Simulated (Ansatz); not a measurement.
This cell of GaSb (zinc blende) is off equilibrium:

```
CELL_PARAMETERS angstrom
      0.00000     6.21351     6.21351
      3.10675     0.00000     3.10675
      3.10675     3.10675     0.00000
ATOMIC_POSITIONS crystal
  Sb 0.36747 0.73495 0.73495
  Sb 0.87500 0.75000 0.75000
  Ga 0.00000 0.00000 0.00000
  Ga 0.50000 0.00000 0.00000
```

Method: PBE (plane waves to 420 eV, PAW, scalar-relativistic; Ansatz, a first-principles code). k mesh 11×11×11 (Γ-centred), Fermi-Dirac smearing 0.05 eV. The energy includes the smearing's −TS. Compression counts positive. With partly filled bands, energies and forces of such displacements shift with the k mesh and the smearing. At this level the bands of GaSb touch or barely overlap; measurements give the solid a gap. GaSb was relaxed with its symmetry unable to fall. Spin-orbit coupling is left out, though Sb is heavy.

Task: What forces act on the atoms (eV/Å, Cartesian)?

Result: 
```
atom      Fx      Fy      Fz
----  ------  ------  ------
Sb1    0.506   0.578   0.578
Sb2    0.015  -0.053  -0.053
Ga3    0.100  -0.147  -0.147
Ga4   -0.622  -0.378  -0.378
```

Task: What is the stress tensor (GPa)?

Result: 
```
    0.2     -0.6     -0.6
   -0.6      0.2     -0.6
   -0.6     -0.6      0.2
```
The pressure, a third of the trace, is 0.2 GPa.

Task: In it atom 1 sits (-0.094, -0.094, -0.094) Å away from its relaxed site. What is its energy relative to the relaxed cell?

Result: 84 meV/cell.

(A displaced cell: forces are minus the slopes of the energy, force constants its curvatures, and phonons follow from these.)
